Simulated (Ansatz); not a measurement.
SnO (litharge type, space group P4/nmm)

```
SnO
1.0
    3.83618     0.00000     0.00000
    0.00000     3.83618     0.00000
    0.00000     0.00000     4.75736
Sn O
2 2
Direct
  0.50000   0.00000   0.24343
  0.00000   0.50000   0.75657
  0.00000   0.00000   0.00000
  0.50000   0.50000   0.00000
```

Two-dimensional scan of atom 2 (Sn, nearest neighbour O at 2.241 Å; its periodic images, 3.8 Å or more away, move with it): u runs along (1.000, 0.000, 0.000), v along (0.000, 1.000, 0.000) (Cartesian). Cell and other atoms are fixed.

Method: PBE-D3(BJ) (plane waves to 420 eV, PAW, scalar-relativistic; Ansatz, a program for electronic structure). k mesh 10×10×8 (Γ-centred), Fermi-Dirac smearing 0.05 eV. With partly filled bands, energies and forces of such displacements shift with the k mesh and the smearing. Fu and Fv are the components of the force on the atom. At this level the bands of SnO touch or barely overlap; measurements give the solid a gap. SnO was relaxed with its symmetry unable to fall. The PAW data are Ansatz's earlier set. 

Problem. What Fu (eV/Å) does the calculation give at all points of the grid u = -0.340, -0.170, 0.000, 0.170, 0.340 by v = -0.340, -0.170, 0.000, 0.170, 0.340?

Solution. Fu (eV/Å), with u across and v down:

| v \ u | -0.340 | -0.170 | 0.000 | 0.170 | 0.340 |
|---|---|---|---|---|---|
| -0.340 | 1.77 | 0.60 | 0.00 | -0.60 | -1.77 |
| -0.170 | 2.20 | 0.80 | 0.00 | -0.80 | -2.20 |
| 0.000 | 2.34 | 0.86 | 0.00 | -0.86 | -2.34 |
| 0.170 | 2.20 | 0.80 | 0.00 | -0.80 | -2.20 |
| 0.340 | 1.77 | 0.60 | 0.00 | -0.60 | -1.77 |

(A displaced cell: forces are minus the slopes of the energy, force constants its curvatures, and phonons follow from these.)
